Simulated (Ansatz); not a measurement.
BeNi:
```
BeNi
1.0
    2.58823     0.00000     0.00000
    0.00000     2.58823     0.00000
    0.00000     0.00000     2.58823
Be Ni
1 1
Direct
  0.00000   0.00000   0.00000
  0.50000   0.50000   0.50000
```

Relaxed with r²SCAN. Special points in fractions of this cell's reciprocal vectors: Γ (0.000, 0.000, 0.000); X (0.000, 0.500, 0.000); M (0.500, 0.500, 0.000); R (0.500, 0.500, 0.500).

### Question
List the band energies nearest the Fermi level at these points for DFT-r²SCAN in the program Ansatz with PAW potentials.

### Answer
In eV from the Fermi level; about four levels below and three above (degenerate sets whole), none deeper than 8.9 eV; … stands for higher levels left out; points with the same levels are listed once.

```
k                          below             above
-  -----------------------------  ----------------
Γ  -3.79 -3.79 -1.49 -1.49 -1.49    7.50 7.50 7.50
X        -3.32 -2.56 -2.56 -1.40  0.03 12.56 12.56
M  -2.35 -2.35 -2.16 -2.16 -0.75       5.19 6.12 …
R  -4.99 -4.99 -4.99 -0.71 -0.71    5.86 5.86 5.86
```

Space group Pm-3m (CsCl type). The first step of the workflow began from a Materials Project structure, measured or hypothetical; the Crystallography Open Database copy checked does not list it. With Be and Ni taken as one species the cell has the higher symmetry Im-3m, so it may be an ordered model of a mixed-site phase. Whether it is the stable phase at ambient conditions was not checked. Symmetry was held in the r²SCAN relaxation; whether a distortion lowers the energy is not shown. The run is not spin-polarised.

Potentials: the later of the program's two PAW sets.
